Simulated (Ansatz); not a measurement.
## Trends among crystals of one structure type (P4/mmm)

All 3 crystals share space group P4/mmm (No. 123) and the same kinds of sites, 2 atoms in the primitive cell. They are database entries and needn't be the stable phases. The set is a selection: crystals with unstable modes on a coarse mesh or in a metal were left out. Cells are relaxed by PAW under the functional.

Quantity: harmonic phonons by finite displacements (negative means unstable), on a 2×2×2 q mesh. Level: PBEsol, PAW on Ansatz 0.2.0's default frozen-core files (fitted under PBE), scalar-relativistic.

| crystal | cell (conventional) | k mesh | smearing (eV) |
| --- | --- | --- | --- |
| ZnPt | a = 2.834, c = 3.474 Å | 14×14×12 | 0.08 |
| CdPt | a = 2.946, c = 3.831 Å | 14×14×10 | 0.05 |
| NbRh | a = 2.831, c = 3.828 Å | 14×14×10 | 0.08 |

**Question.** Rank them by highest at Γ, lowest first.
A. ZnPt
B. CdPt
C. NbRh

**Answer.** B (175 cm⁻¹), A (206 cm⁻¹), C (222 cm⁻¹).

All values:

| crystal | highest mode (cm⁻¹) | lowest at X (cm⁻¹) | lowest at M (cm⁻¹) | lowest at Z (cm⁻¹) | lowest at R (cm⁻¹) | lowest at A (cm⁻¹) | lowest optical at Γ (cm⁻¹) | highest at Γ (cm⁻¹) |
| --- | --- | --- | --- | --- | --- | --- | --- | --- |
| ZnPt | 223 | 84.8 | 102 | 75.8 | 47.8 | 93.1 | 160 | 206 |
| CdPt | 191 | 84.3 | 87.0 | 73.0 | 40.5 | 102 | 129 | 175 |
| NbRh | 258 | 99.4 | 117 | 111 | 88.6 | 118 | 160 | 222 |

Known limits: frozen-core PAW files fitted under PBE, their cores solved anew for the functional of the run; responses of metals move with mesh and smearing; no spin-orbit coupling on heavy atoms (ZnPt, CdPt).
